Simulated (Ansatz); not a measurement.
### Question
AlP (rock salt, Fm-3m) is relaxed with PBE+D3(BJ) (plane waves, PAW; program Ansatz). What lattice parameters of the conventional cell result?

### Answer
a = 5.009 Å.

These are the values of the symmetrised cell.

### Question
Is it a metal or does it have a gap at this level?

### Answer
No gap at this level.

The start of the workflow was typed in or built on a structure type; neither database checked (COD, Materials Project) lists it. It is not the phase usual at ambient conditions (space group No. 216). The PBE+D3(BJ) relaxation kept the symmetry of its start; its stability against distortions is not shown here.

Potentials: the later of the program's two PAW sets.
